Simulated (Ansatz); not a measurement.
# Clamped-ion strain scan in Ge

The calculation used DFT PBEsol, scalar-relativistic, plane waves, PAW (Ansatz). Settings: plane waves to 420 eV, k-mesh 20×20×20 (Γ-centred), Gaussian smearing 0.15 eV. No spin polarisation. Energies are free energies at this smearing, counted from the undisturbed cell; pressure is positive in compression.

Zero of the scan (as given, not relaxed at this level; it stands at -0.7 GPa; this form isn't the usual structure):

```yaml
crystal:
  lattice:
    - [-2.57449, 2.57449, 1.39741]
    - [2.57449, -2.57449, 1.39741]
    - [2.57449, 2.57449, -1.39741]
  atoms:
    - { symbol: Ge, position: [0.25000, 0.75000, 0.50000] }
    - { symbol: Ge, position: [0.50000, 0.50000, 0.00000] }
```

The cell is strained by ε times the Voigt pattern (0, 0, 0, 0, 0, 1) (xx, yy, zz, yz, xz, xy; engineering shear) with fractional coordinates fixed. The cell is metallic on the mesh throughout.

| ε | ΔE (meV/atom) | stress summed along the pattern (GPa, tension positive) | pressure (GPa) |
| --- | --- | --- | --- |
| -0.1000 | 27.5 | -4.36 | -0.3 |
| -0.0500 | 7.5 | -2.52 | -0.6 |
| 0.0000 | 0.0 | 0.00 | -0.7 |
| 0.0250 | 1.9 | 1.32 | -0.7 |
| 0.0375 | ? | 1.95 | ? |
| 0.0625 | 11.4 | 3.02 | -0.5 |
| 0.0750 | 16.1 | ? | ? |
| 0.0875 | 21.5 | 3.96 | -0.4 |

By symmetry 0.1000 repeats -0.1000, -0.0750 repeats 0.0750, 0.0500 repeats -0.0500, -0.0250 repeats 0.0250 in energy, with the opposite slope along the path.

(1) Give the withheld values.

## Answers

(1) ΔE (meV/atom) at ε = 0.0375: 4.2; pressure (GPa) at ε = 0.0375: -0.7; stress summed along the pattern (GPa, tension positive) at ε = 0.0750: 3.50; pressure (GPa) at ε = 0.0750: -0.5.